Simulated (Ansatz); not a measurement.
Data:

MoIr:
```
CELL_PARAMETERS angstrom
      2.73568     0.00000     0.00000
      0.00000     2.73568     0.00000
      0.00000     0.00000     3.88338
ATOMIC_POSITIONS crystal
  Ir 0.00000 0.00000 0.00000
  Mo 0.50000 0.50000 0.50000
```

This is the PBEsol-relaxed structure. x, y and z are the axes in which the lattice vectors are written.

**Question.** All from the program Ansatz at the PBEsol level (PAW), unless another level is named. Give the Debye temperature from the elastic constants.

**Answer.** 465 K.

**Question.** And the elastic constants (relaxed ions, GPa)?

**Answer.** C11 = 675, C12 = 98.7, C13 = 238, C33 = 560, C44 = 243, C66 = 104.

Space group P4/mmm (L1₀ or tetragonal B2). The start of the workflow was typed in or built on a structure type; neither database checked (COD, Materials Project) lists it. COD files the formula under space group No. 51. Its standing as an ambient phase is unchecked. The PBEsol relaxation kept the symmetry of its start; its stability against distortions is not shown here. The run is not spin-polarised. As this level gives no gap, shear constants depend on the k-mesh and smearing (Fermi–Dirac, 0.1 eV here). Scalar-relativistic: spin–orbit coupling is off unless named, which matters more the heavier the elements.

Potentials: the later of the program's two PAW sets.
